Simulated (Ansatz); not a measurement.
WC:
```cif
data_CW
_chemical_formula_sum 'W1 C1'
_space_group_name_H-M_alt 'P-6m2'
_space_group_IT_number 187
_space_group_name_Hall 'P -6 2'
_cell_length_a 2.88399
_cell_length_b 2.88399
_cell_length_c 2.81218
_cell_angle_alpha 90.000
_cell_angle_beta 90.000
_cell_angle_gamma 120.000
loop_
_atom_site_label
_atom_site_type_symbol
_atom_site_symmetry_multiplicity
_atom_site_Wyckoff_symbol
_atom_site_fract_x
_atom_site_fract_y
_atom_site_fract_z
_atom_site_occupancy
W1 W 1 a 0.00000 0.00000 0.00000 1
C1 C 1 f 0.66667 0.33333 0.50000 1
```

Relaxed at zero pressure with DFT-LDA in the program Ansatz with PAW potentials.

Problem. The volume is raised by 3 % and shape and atoms relax at that volume. What pressure results, and how do the axes share the change?

Solution. -11.7 GPa; a 1.1 %, b 1.1 %, c 0.8 %; the energy rises by 11 meV/atom.

Problem. Give the new structure.

Solution. 
Space group P-6m2 (No. 187); a = 2.915 Å, b = 2.915 Å, c = 2.835 Å, α = 90.00°, β = 90.00°, γ = 120.00°

```
atom  site  symmetry       x       y       z
----  ----  --------  ------  ------  ------
W       1a      -6m2  0.0000  0.0000  0.0000
C       1f      -6m2  0.6667  0.3333  0.5000
```

The phase is kept; no other phase was compared at this pressure.

Symmetry was held in the LDA relaxation. The run is not spin-polarised. Scalar-relativistic: spin–orbit coupling is off unless named, which matters more the heavier the elements.

Potentials: the earlier of the program's two PAW sets. The files were generated under PBE; for other functionals the program regenerates the frozen cores, and for LDA and PBEsol the local potential too.
